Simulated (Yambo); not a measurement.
Given:

```xyz
3
Lattice="-1.8857 1.8857 3.3750 1.8857 -1.8857 3.3750 1.8857 1.8857 -3.3750" Properties=species:S:1:pos:R:3 pbc="T T T"
O      0.0000     0.0000     2.6407
O      0.0000     0.0000     4.1094
Ba     0.0000     0.0000     0.0000
```

Workflow: norm-conserving PBEsol (Quantum ESPRESSO, 84 Ry, without SOC), then G0W0 in Yambo (4×4×4 Γ-centred k mesh, 94 bands and a 8 Ry block in the screening, 94 bands in G with the Bruneval-Gonze terminator, plasmon pole fitted at 27.2 eV).

Problem. Give the PBEsol and G0W0 gaps between the band edges found on this mesh, and say where the edges lie.

Solution. Edges: Z → Z. PBEsol: 2.07 eV; G0W0: 3.74 eV. Nearest settings tried, and what they do to the gap: 60 bands in W, 60 bands in G: +42 meV; 7 Ry block (113 vectors against 131): -38 meV. Not varied: mesh. So the settings aren't converged at that level. 

Geometry relaxed with PBEsol.
